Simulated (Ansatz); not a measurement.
Starting structure of a cell relaxation (symmetry kept):

```
Ba In Pt
1.0
    -2.28700    2.28700    5.84348
     2.28700   -2.28700    5.84348
     2.28700    2.28700   -5.84348
Ba In Pt
1 2 2
Cartesian
  0.0000 0.0000 0.0000
  0.0000 2.2870 2.9217
  2.2870 0.0000 2.9217
  0.0000 0.0000 4.4832
  0.0000 0.0000 7.2038
```

Theory: Ansatz, DFT r2SCAN, scalar-relativistic, plane waves, PAW.

Settings: cutoff 500 eV, Γ-centred mesh 12×12×12 on the computed 5-atom cell, Gaussian smearing of 0.10 eV; no spin polarisation.

Question: What does it relax to?

Answer: The volume falls by 0.16 Å³/atom to 24.29 Å³/atom, and the energy falls by 0.3 meV/atom. Final structure:
```cif
data_structure
_symmetry_space_group_name_H-M 'I4/mmm'
_symmetry_Int_Tables_number 139
_cell_length_a 4.5627
_cell_length_b 4.5627
_cell_length_c 11.6696
_cell_angle_alpha 90.000
_cell_angle_beta 90.000
_cell_angle_gamma 90.000
_cell_volume 242.94
loop_
_atom_site_label
_atom_site_type_symbol
_atom_site_symmetry_multiplicity
_atom_site_Wyckoff_symbol
_atom_site_fract_x
_atom_site_fract_y
_atom_site_fract_z
_atom_site_occupancy
Ba1 Ba 2 a 0.00000 0.00000 0.00000 1
In1 In 4 d 0.00000 0.50000 0.25000 1
Pt1 Pt 4 e 0.00000 0.00000 0.38406 1
```

Spin–orbit coupling is left out, which can shift energies with elements as heavy as these.

Cost: 1 run of about 4.1 core-minutes, on Intel Xeon 6975P-C (Granite Rapids) (shared hosts).